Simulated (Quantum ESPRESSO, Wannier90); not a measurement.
**Wannierisation of CuCl (R3m)**

Structure: Materials Project mp-22914, symmetrised, not relaxed again. Not found in the COD (Crystallography Open Database) copy used, which has the formula in other groups; not checked further. The atoms lie within 0.1 Å of the higher space group F-43m. Computed values, not measurements, from PBE: Quantum ESPRESSO (norm-conserving PseudoDojo potentials, cutoff 74 Ry, no spin polarisation, no spin-orbit coupling) on a Γ-centred 10×10×10 mesh, then Wannier90. Density: 10×10×10 mesh, Gaussian smearing 0.01 Ry. A non-magnetic state is assumed, with no Hubbard U; filled 3d bands tend to lie too high at this level.

```
begin unit_cell_cart
ang
    1.9052999126    1.1000254174    3.0543330000
   -1.9052999126    1.1000254174    3.0543330000
    0.0000000000   -2.2000508349    3.0543330000
end unit_cell_cart
mp_grid = 10 10 10
```

Neighbour vectors b of the finite-difference formula (Å⁻¹), by shell:

```tsv
shell	b_x	b_y	b_z
1	0.00000	-0.19040	0.06857
1	-0.16489	0.09520	0.06857
1	0.16489	0.09520	0.06857
1	0.00000	0.19040	-0.06857
1	0.16489	-0.09520	-0.06857
1	-0.16489	-0.09520	-0.06857
2	0.00000	0.00000	0.20571
2	0.00000	0.00000	-0.20571
```

Find the weights w_b from the completeness condition Σ_b w_b b_α b_β = δ_αβ.

Shell 1: Σ b_x² = 0.109, Σ b_y² = 0.109, Σ b_z² = 0.028 Å⁻²
Shell 2: Σ b_x² = 0.000, Σ b_y² = 0.000, Σ b_z² = 0.085 Å⁻²
Each of the three diagonal sums, weighted, has to give 1 and the off-diagonal ones 0, which holds for w_1 = 9.20 Å², w_2 = 8.75 Å². Check on xx: 9.20×0.109 + 8.75×0.000 = 1.00.

On this mesh the 9 functions of bands 5-13 (valence bands; start: SCDM (isolated), conv_tol = 1.0e-6) end with spreads 0.6017, 0.6004, 0.5577, 0.5947, 0.5584, 1.0525, 1.0541, 1.0543, 1.0545 Å², Ω_I = 6.2960 Å² and Ω_D = 0.0049 Å².

Ω_total is the sum of the spreads, 7.128 Å². Ω_OD = Ω_total − Ω_I − Ω_D = 0.827 Å². Only (Ω_D + Ω_OD)/Ω_total = 11.7 % depends on the gauge, and another start could lower the total by that share at most. The rms radius is √(Ω_total/9) = 0.89 Å.
